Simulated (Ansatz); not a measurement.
Pd3S in space group Cmcm (No. 63; Pd on 8g, Pd on 4b, S on 4c), r²SCAN (plane waves, PAW; program Ansatz), all energies at zero smearing, with the estimated change up to a 700 eV cutoff added, with one set of potentials and settings (totals compare only within such a set). Cell of 8 atoms (6 Pd, 2 S): -43728.427 eV.

| element | reference phase | E (eV/atom) |
|---|---|---|
| Pd | Fm-3m, 1 atoms in the cell | -6985.7628 |
| S | P2/c, 32 atoms in the cell | -905.8150 |

Formation energy per atom, worked out: (-43728.427 − 6×(-6985.7628) − 2×(-905.8150))/8 = -0.278 eV/atom (-27 kJ per mol of atoms), at 0 K, without zero-point energy or fitted corrections.

The first step of the workflow began from a Materials Project structure, measured or hypothetical; the Crystallography Open Database copy checked does not list it. Whether it is the stable phase at ambient conditions was not checked. The r²SCAN relaxation kept the symmetry of its start; its stability against distortions is not shown here. The run is not spin-polarised. The references are the lowest solids computed at this level, not always the standard phases.

Potentials: the earlier of the program's two PAW sets.
